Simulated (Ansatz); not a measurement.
## Mg: enthalpies of structure types against pressure

All-electron LAPW in Ansatz 0.2.0 under LDA, scalar-relativistic, energies extrapolated to zero smearing. Each structure type was compressed from its own relaxed volume, symmetry kept and shape relaxed on PAW files, and E(V) was fitted to energies and pressures; H = E + pV has no temperature or zero-point term. Only these types were tried: hcp (P6_3/mmc, 15×15×9 mesh, 21.60 Å³/atom at rest); fcc (Fm-3m, 16×16×16 mesh, 21.78 Å³/atom at rest); sc (Pm-3m, 15×15×15 mesh, 25.91 Å³/atom at rest); bcc (Im-3m, 15×15×15 mesh, 21.58 Å³/atom at rest); diamond (Fd-3m, 12×12×12 mesh, 37.54 Å³/atom at rest). Spin polarisation is left out. Spin–orbit coupling is left out; Fermi–Dirac smearing is 0.05 to 0.1 eV. Enthalpies carry a few meV/atom of noise from meshes and fits.

**Question.** Which type is lowest at zero pressure, and what follows up to 62 GPa?

**Answer.** Among the types tried, hcp is lowest at zero pressure; bcc takes over from hcp near 58 GPa, with a volume step of -0.6 %. Enthalpies against hcp:

```tsv
p (GPa)	hcp (meV/atom)	fcc (meV/atom)	sc (meV/atom)	bcc (meV/atom)	diamond (meV/atom)
0	0	16	393	28	809
1.9	0	18	440	27	977
5	0	20	501	26	1191
9.4	0	23	570	24	1430
19	0	26	679	19	1818
31	0	28	773	13	2170
47	0	28	860	5	2519
59	0	27	908	-1	2728
```
